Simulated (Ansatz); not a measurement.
A relaxed cell of Cs₃Cl₂ is given with its symmetry left out. The cell was found from a structure generator's guess, not taken from experiment.

Theory: Ansatz 0.2.0, DFT PBE, scalar-relativistic, plane waves, PAW. Cutoff 420 eV, Γ-centred mesh, Gaussian smearing, no spin polarisation.

```
Cs Cl
1.0
     6.78798    0.00000    0.00000
     0.00000    6.78798    0.00000
     0.00000    0.00000    6.78798
Cs Cl
3 2
Direct
  0.00000 0.50000 0.50000
  0.50000 0.00000 0.50000
  0.50000 0.50000 0.00000
  0.00000 0.00000 0.00000
  0.50000 0.50000 0.50000
```

Energies over the elements count from the elements' standard structures at the same level (Cl₂ as a molecule), with no fitted energy shifts.

Problem. What space group does it have?

Solution. Pm-3m (No. 221). Conventional cell: a = 6.788 Å. Cs is surrounded by 2 Cl at 3.39 Å, 4 Cl at 4.80 Å and 8 Cs at 4.80 Å; Cl on its first site has 12 Cs at 4.80 Å; Cl on its second site has 6 Cs at 3.39 Å.

Problem. What is its formation energy per atom?

Solution. −1.30 eV/atom. A negative formation energy is needed for stability but isn't enough: competing phases decide.

Problem. Is it a metal?

Solution. Yes, bands cross the Fermi level on the 6×6×6 mesh.

The last run used a 6×6×6 mesh for its 5-atom cell and Gaussian smearing of 0.10 eV. An odd number of electrons in the primitive cell allows no gap without spin; a larger cell or a magnetic state could open one. A structure relaxed within its symmetry needn't be a true minimum.
